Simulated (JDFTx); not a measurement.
Unstrained cell:

Ti(0001) slab cut from bulk Ti (space group P6_3/mmc, indices of the conventional cell, lattice of the Materials Project entry mp-46, not re-optimised): 4 atoms in 4 planes, a 1x1 cell of 7.46 Å² (|a| = 2.936, |b| = 2.936 Å), 6.9 Å between the outermost planes, cell height 23.0 Å, 8×8×1 k mesh, Fermi smearing 0.01 Ha, no spin polarisation.

Level of theory: PBE, GBRV ultrasoft potentials, plane waves to 20/100 Ha; code: a modified build of JDFTx. The in-plane lattice is scaled by the biaxial strain ε at a fixed k mesh and cell height, and all atoms off the mid-plane are relaxed in vacuum within the cell's symmetry. Zero strain is the lattice given, not this level's minimum.

Liquid: CANDLE, water, 1 M NaCl. Potentials are on the SHE scale by the convention U = −μ/e − 4.44 V; references calibrated for a solvation model differ from this value.

```tsv
ε (%)	U_pzc (V vs SHE)
-3	-0.38
-1.5	-0.44
0	-0.50
1.5	withheld
3	-0.63
```

Task: Fit U_pzc = sε + U₀ to the other rows by least squares, predict the withheld value, and compare with the run.

Result: The fit gives s (V/%) = -0.0417, U₀ (V) = -0.503, with a root-mean-square miss of 0.002 V on its own rows. It predicts -0.57 V; the run gives -0.57 V, the same to these digits.
